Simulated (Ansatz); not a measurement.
## Y: from a starting cell to a relaxed one

The start is a relaxed Y cell, doubled along one cell vector, shaken by Gaussian noise of σ = 0.08 Å a coordinate. A full variable-cell relaxation at zero pressure is run with r2SCAN (plane waves to 500 eV, PAW, scalar-relativistic; Ansatz, an electronic-structure program). The first steps use a coarse 10×5×10 k-mesh.

The start:
```
CELL_PARAMETERS angstrom
      3.25707     0.00000     0.00000
      0.00000     6.51415     0.00000
      0.00000     0.00000     3.25707
ATOMIC_POSITIONS crystal
  Y  0.03419 0.99052 0.97419
  Y  0.99987 0.50708 0.99861
```

- Largest initial force: 0.41 eV/Å, on Y1, Y2 (atoms numbered as listed)
- Energy released: 0.81 eV/atom
- Volume change: -4.0 %, from 34.55 to 33.18 Å³/atom
- Relative to the parent: It does not go back: it reaches Fm-3m (No. 225), fcc (Cu type), 0.81 eV/atom below the parent
- Optimiser moves: 14

The end point of the relaxation:

```cif
data_Y4
_chemical_formula_sum 'Y4'
_space_group_name_H-M_alt 'Fm-3m'
_space_group_IT_number 225
_space_group_name_Hall '-F 4 2 3'
_cell_length_a 5.10086
_cell_length_b 5.10086
_cell_length_c 5.10086
_cell_angle_alpha 90.000
_cell_angle_beta 90.000
_cell_angle_gamma 90.000
loop_
_atom_site_label
_atom_site_type_symbol
_atom_site_symmetry_multiplicity
_atom_site_Wyckoff_symbol
_atom_site_fract_x
_atom_site_fract_y
_atom_site_fract_z
_atom_site_occupancy
Y1 Y 4 b 0.50000 0.50000 0.50000 1
```
(The calculation used a cell of 1 atom; values per cell refer to that cell.)

Final values are on a 18×18×18 k-mesh of the relaxed cell. No spin polarisation in the result.

The run could not lose the symmetry of its start: the end is stationary, and may be a saddle point rather than a minimum.

The relaxed structure here is a generated cell of Y: the first start was made by placing the elements on the sites of a structure type, and the end was not matched to a known phase here, so it may be hypothetical. Known forms of Y include space group No. 194.
